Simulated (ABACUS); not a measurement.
ABACUS run on Ti3Al (P6_3/mmc, 16 atoms in the cell; from Materials Project mp-1823, lattice scaled a little): self-consistent single point.

Method: PBE, numerical atomic orbitals TZP (confined pseudo-atomic orbitals; energy shift 0.01 Ry), PseudoDojo 0.5 standard norm-conserving PBE (tails mended) pseudopotentials run with ABACUS.

```
CELL_PARAMETERS angstrom
      5.75747     0.00000     0.00000
      0.00000     9.97223     0.00000
      0.00000     0.00000     4.63842
ATOMIC_POSITIONS crystal
  Ti 0.50000 0.32990 0.25000
  Ti 0.00000 0.17010 0.75000
  Ti 0.75515 0.41495 0.75000
  Ti 0.74485 0.08505 0.25000
  Ti 0.25515 0.08505 0.25000
  Ti 0.24485 0.41495 0.75000
  Ti 0.00000 0.82990 0.25000
  Ti 0.50000 0.67010 0.75000
  Ti 0.25515 0.91495 0.75000
  Ti 0.24485 0.58505 0.25000
  Ti 0.75515 0.58505 0.25000
  Ti 0.74485 0.91495 0.75000
  Al 0.00000 0.33333 0.25000
  Al 0.50000 0.16667 0.75000
  Al 0.50000 0.83333 0.25000
  Al 0.00000 0.66667 0.75000
```

Reference input (self-consistent single point, DFT, PBE, numerical atomic orbitals TZP (confined pseudo-atomic orbitals; energy shift 0.01 Ry), PseudoDojo 0.5 standard norm-conserving PBE (tails mended) pseudopotentials): basis = TZP numerical atomic orbitals, energy shift 0.01 Ry; KPT = Gamma 3 2 3 0 0 0; basis_type = lcao; dft_functional = PBE; ecutwfc = 100 Ry; smearing_method = fd; smearing_sigma = 0.00734986 Ry; potentials = PseudoDojo 0.5 standard norm-conserving PBE (tails mended); symmetry = 1; ks_solver = scalapack_gvx; scf_nmax = 100; scf_thr = 1.0e-06. This run's input differs from it in these lines:

```diff
@@ -66,3 +66,3 @@
 Gamma
-3 2 3 0 0 0
+1 1 2 0 0 0
```

Output, abridged:

```
 SELF-CONSISTENT
 -------------------------------------------

                  longest orb rcut (Bohr) = 8
   longest nonlocal projector rcut (Bohr) = 1.78
                     search radius (Bohr) = 19.6

                          real space grid = [ 72, 120, 60 ]

                                 init_chg = atomic

 LCAO ALGORITHM --------------- ION=   1  ELEC=   1--------------------------------

 Density error is 0.0580549567944
 E_KohnSham     -1442.5377678275     -19626.7332226555
 E_Fermi        0.9271135387         12.6140268187

 LCAO ALGORITHM --------------- ION=   1  ELEC=   2--------------------------------

   [... lines left out ...]

   [... 10 blocks of this kind left out ...]

 LCAO ALGORITHM --------------- ION=   1  ELEC=  13--------------------------------

 Density error is 2.48682476372e-06
 E_KohnSham     -1442.8055753977     -19630.3769315771
 E_Fermi        0.8955877793         12.1850968580

 LCAO ALGORITHM --------------- ION=   1  ELEC=  14--------------------------------

 Density error is 7.65642011544e-07
 E_KohnSham     -1442.8055753970     -19630.3769315682
 E_KS(sigma->0) -1442.7808620144     -19630.0406887479
 E_entropy(-TS) -0.0494267652        -0.6724856406
 E_Fermi        0.8955878265         12.1850974993
 charge density convergence is achieved
 final etot is -19630.376932 eV
 EFERMI = 12.185097499 eV

 STATE ENERGY(eV) AND OCCUPATIONS    NSPIN == 1
   [... 91 lines left out ...]

   [... 91 lines left out ...]

 TOTAL-FORCE (eV/Angstrom)
                       Ti1         0.0000000000        -0.2580581110         0.0000000000
                       Ti2         0.0000000000         0.2593453049         0.0000000000
                       Ti3         0.0193667878        -0.2307598610         0.0000000000
                       Ti4        -0.0189538471         0.2312624793         0.0000000000
                       Ti5         0.0189538471         0.2312624793         0.0000000000
                       Ti6        -0.0193667878        -0.2307598610         0.0000000000
   [... lines left out ...]

 TOTAL-STRESS (KBAR)
       -71.2144185609         0.0000000000         0.0000000000
         0.0000000000       -30.6076696660        -0.0000000000
         0.0000000000        -0.0000000000        28.2544418058
 TOTAL-PRESSURE: -24.522549 KBAR

 --------------------------------------------
 !FINAL_ETOT_IS -19630.3769315682402521 eV
 --------------------------------------------
```

The run converged in 14 iterations. Against the reference run the free energy rises by 32.7 meV/atom, the pressure goes from -1.78 to -2.45 GPa and the largest force goes from under 0.1 to 0.26 eV/Å.

The atom-centred basis is finite, which shifts total energies, pressures and forces against plane waves. This run is one point of a test of settings, so its values need not be converged; read them against the reference run alone. The structure comes from a collection of computed structures, made at another level of theory; the collection holds predicted forms beside known ones. Its lattice was then scaled. With one or two k-points the zone of this small cell is coarsely sampled: energies, forces and stress carry that error and can break the symmetry, so a converged loop does not mean converged values.

Cost on one core: about 110 core-seconds (a rough figure).

The atomic orbitals were generated for these runs; they are not ABACUS's published sets and were checked against plane waves on a few crystals only.

“Tails mended”: in these copies of the files the far tail of each local potential was reset to the Coulomb form.
